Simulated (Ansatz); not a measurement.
## Electrostatic potentials at the F nuclei in LiTiH6O2F6

Cell: a computed structure from the Materials Project (it need not be an observed phase), taken as it stands.

```cif
data_LiTiH6O2F6
_symmetry_space_group_name_H-M 'P3'
_symmetry_Int_Tables_number 143
_cell_length_a 5.6702
_cell_length_b 5.6702
_cell_length_c 5.9782
_cell_angle_alpha 90.000
_cell_angle_beta 90.000
_cell_angle_gamma 120.000
loop_
_atom_site_label
_atom_site_type_symbol
_atom_site_symmetry_multiplicity
_atom_site_Wyckoff_symbol
_atom_site_fract_x
_atom_site_fract_y
_atom_site_fract_z
Li Li 1 a 0.0000 0.0000 0.3102
Ti Ti 1 b 0.3333 0.6667 0.9961
H3 H 3 d 0.1690 0.9879 0.7198
H5 H 3 d 0.8483 0.3501 0.2731
O9 O 1 a 0.0000 0.0000 0.6579
O10 O 1 c 0.6667 0.3333 0.3219
F11 F 3 d 0.0326 0.4178 0.8030
F13 F 3 d 0.2499 0.8965 0.2164
```

One atom of each set is listed.

Computed with Ansatz: DFT, PBE, plane waves and PAW, scalar-relativistic, collinear spin, 420 eV cutoff, Γ-centred 4×4×4 k-points, Fermi–Dirac smearing 0.02 eV. Start moments as typed (μB): 1 on each Ti, none on the rest.

The potential at a nucleus is that of all electrons and the other nuclei. A higher potential binds the core electrons more strongly, so differences between sites of one element are the initial-state part of core-level shifts.

(1) Rank the F sites by the potential at the nucleus, lowest first, and give each against the lowest.
A. F11: 1 Ti at 1.96 Å; also 1 H at 1.38 Å
B. F13: 1 Li at 1.87 Å, 1 Ti at 2.07 Å; also 1 H at 1.48 Å

Results:

(1) A (0.00 V), B (0.40 V).

All moments are parallel here, as the start or the cell imposes; many such compounds order antiparallel, where fields and spin densities carried over to other atoms largely cancel. The magnetic order is the one that the run reached from its start moments, not necessarily the measured one.
